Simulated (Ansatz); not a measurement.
AlN:
```yaml
crystal:
  lattice:
    - [2.59357, 0.00000, 0.00000]
    - [0.00000, 2.59357, 0.00000]
    - [0.00000, 0.00000, 2.59357]
  atoms:
    - { symbol: Al, position: [0.00000, 0.00000, 0.00000] }
    - { symbol: N, position: [0.50000, 0.50000, 0.50000] }
```

This is the PBEsol-relaxed structure.

Task: All from PBEsol in the plane-wave PAW code Ansatz, unless another level is named. Predict the bulk modulus (Birch–Murnaghan fit).

Result: 203 GPa.

Task: Next, the elastic constants (relaxed ions, GPa)?

Result: C11 = 654, C12 = -21.7, C44 = -134.

Space group Pm-3m (CsCl type). A made-up cell: these elements were put on the sites of a structure type; neither database checked (COD, Materials Project) lists it. It is not the phase usual at ambient conditions (space group No. 186, 216). The cell was relaxed with PBEsol under the symmetry of its start. At this level the phase is dynamically unstable (imaginary phonons). As this level gives no gap, shear constants depend on the k-mesh and smearing (Fermi–Dirac, 0.1 eV here).

Potentials: the later of the program's two PAW sets.
